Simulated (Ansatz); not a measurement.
What DFT gives for La$_{3}$BCBr$_{3}$

```
CELL_PARAMETERS angstrom
8.33021 0.00000 0.00000
0.00000 3.94213 0.00000
-2.15925 0.00000 11.29778
ATOMIC_POSITIONS crystal
Br 0.64590 0.75000 0.59389
Br 0.35410 0.25000 0.40611
La 0.28168 0.75000 0.59927
La 0.71832 0.25000 0.40073
Br 0.09170 0.25000 0.12468
Br 0.90830 0.75000 0.87532
La 0.61087 0.25000 0.80914
La 0.38913 0.75000 0.19086
Br 0.02350 0.25000 0.63356
Br 0.97650 0.75000 0.36644
La 0.20360 0.25000 0.88607
La 0.79640 0.75000 0.11393
B 0.52860 0.25000 0.03990
B 0.47140 0.75000 0.96010
C 0.39310 0.75000 0.81680
C 0.60690 0.25000 0.18320
```

Level: r2SCAN, no spin polarisation; 500 eV; 3×7×3 Γ-centred mesh; gaussian occupations (width 0.011 eV); Ansatz 0.2.0, fixed geometry.

(1) What is the formation energy?

(2) Metal or insulator?

(3) Where is the largest force?

(4) What does the stress say?

Origin: a known structure type with other elements, at an estimated volume, so it need not be a known compound. Caveats: many states at the Fermi level without spin polarisation, so a magnetic state may lie lower; f levels without a U or exact exchange are poorly placed.

## Answers

(1) -1.41 eV an atom against the elements' usual phases (free molecules for gases, crystals otherwise, with no correction for O₂ or N₂), so it is bound against them; other compounds may still compete. Relaxing would lower it.

(2) It is a metal, with about 6.8 states/eV a cell as the mean within 0.25 eV of the Fermi level, mostly La d (72 %).

(3) The largest is on B13 (and as large on other atoms): 1.33 eV/Å, components (0.70, 0.00, 1.13). It makes 20° with the line to a nearest neighbour, C16 at 1.65 Å, pointing towards it.

(4) The pressure is 0.6 GPa (compression positive), so with the atoms held at these fractions the cell would first expand; the forces are large, so a full relaxation may end otherwise. The principal stresses -0.9, 0.5, 2.2 GPa differ, so its shape would change too.
